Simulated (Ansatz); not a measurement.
MgTePb$_{2}$O$_{6}$:
```yaml
crystal:
  lattice:
    - [0.00000, 3.98653, 3.98653]
    - [3.98653, 0.00000, 3.98653]
    - [3.98653, 3.98653, 0.00000]
  atoms:
    - { symbol: Mg, position: [0.00000, 0.00000, 0.00000] }
    - { symbol: Te, position: [0.50000, 0.50000, 0.50000] }
    - { symbol: Pb, position: [0.75000, 0.75000, 0.75000] }
    - { symbol: Pb, position: [0.25000, 0.25000, 0.25000] }
    - { symbol: O, position: [0.25833, 0.74167, 0.25833] }
    - { symbol: O, position: [0.74167, 0.25833, 0.74167] }
    - { symbol: O, position: [0.25833, 0.74167, 0.74167] }
    - { symbol: O, position: [0.74167, 0.25833, 0.25833] }
    - { symbol: O, position: [0.25833, 0.25833, 0.74167] }
    - { symbol: O, position: [0.74167, 0.74167, 0.25833] }
```

Relaxed with PBEsol. Special points in fractions of this cell's reciprocal vectors: Γ (0.000, 0.000, 0.000); X (0.500, 0.000, 0.500); U (0.625, 0.250, 0.625); K (0.375, 0.375, 0.750); L (0.500, 0.500, 0.500); W (0.500, 0.250, 0.750).

Q: List the band energies nearest the valence-band maximum at these points for PBEsol in the plane-wave PAW code Ansatz.

A: In eV from the valence-band maximum; about four levels below and three above (degenerate sets whole), none deeper than 8.9 eV; points with the same levels are listed once.

| k | below | above |
|---|---|---|
| Γ | -1.23 -1.23 -1.23 -0.04 -0.04 -0.04 | 2.55 6.68 6.68 6.68 |
| X | -1.06 -1.06 -0.71 0.00 0.00 | 3.00 4.48 5.07 |
| U | -0.89 -0.51 -0.24 -0.22 | 3.63 4.47 4.78 |
| L | -0.61 -0.53 -0.53 -0.47 | 3.74 4.00 4.38 |
| W | -0.53 -0.53 -0.31 -0.31 | 3.96 4.32 4.55 |

Space group Fm-3m. The workflow started from a Materials Project entry (that database holds measured and hypothetical structures alike); the Crystallography Open Database files this formula in space group No. 225, but the cells were not matched. Whether it is the stable phase at ambient conditions was not checked. The PBEsol relaxation kept the symmetry of its start; its stability against distortions is not shown here. Scalar-relativistic: spin–orbit coupling is off unless named, which matters more the heavier the elements.

Potentials: the later of the program's two PAW sets.
